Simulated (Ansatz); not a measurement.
Relaxed Al (fcc, Cu type):

```
CELL_PARAMETERS angstrom
      0.00000     4.03999     4.03999
      2.01999     0.00000     2.01999
      2.01999     2.01999     0.00000
ATOMIC_POSITIONS crystal
  Al 0.00000 0.00000 0.00000
  Al 0.50000 0.00000 0.00000
```

A phonon eigenvector at L = (0.5, 0.0, 0.0) is frozen into this cell: atom i moves by Q times the vector below, so Q is the largest atomic displacement, in Å. The cell is held. It is one choice among 2 degenerate patterns. (q is in reciprocal vectors of the primitive cell; the cell shown is doubled to hold the pattern.)

| atom | x | y | z |
|---|---|---|---|
| Al1 | -0.285 | 0.520 | -0.805 |
| Al2 | 0.285 | -0.520 | 0.805 |

Calculation: PBE (plane waves to 420 eV, PAW, scalar-relativistic; Ansatz, an electronic-structure program). k mesh 10×20×20 (Γ-centred), Fermi-Dirac smearing 0.05 eV. Energies are smeared free energies. With partly filled bands, energies and forces of such displacements shift with the k mesh and the smearing. Al was relaxed with its symmetry unable to fall. The PAW data are Ansatz's earlier set. The zero of ΔE is the undisplaced structure.

Successive frames, forces in eV/Å:

```json
[
 {"frame": "Q = -0.150 Å", "ΔE (meV/cell)": "40.9", "F on Al1": "(-0.098, 0.160, -0.193)", "F on Al2": "(0.098, -0.160, 0.193)"},
 {"frame": "Q = -0.120 Å", "ΔE (meV/cell)": "26.4", "F on Al1": "(-0.073, 0.124, -0.163)", "F on Al2": "(0.073, -0.124, 0.163)"},
 {"frame": "Q = -0.090 Å", "ΔE (meV/cell)": "14.9", "F on Al1": "(-0.052, 0.090, -0.128)", "F on Al2": "(0.052, -0.090, 0.128)"},
 {"frame": "Q = -0.060 Å", "ΔE (meV/cell)": "6.6", "F on Al1": "(-0.033, 0.059, -0.087)", "F on Al2": "(0.033, -0.059, 0.087)"}
]
```

What are the energy and the forces in the next frame, Q = -0.030 Å?

ΔE (meV/cell) = 1.7.

```json
[
 {"atom": "Al1", "Fx": "-0.016", "Fy": "0.029", "Fz": "-0.044"},
 {"atom": "Al2", "Fx": "0.016", "Fy": "-0.029", "Fz": "0.044"}
]
```

(A displaced cell: forces are minus the slopes of the energy, force constants its curvatures, and phonons follow from these.)
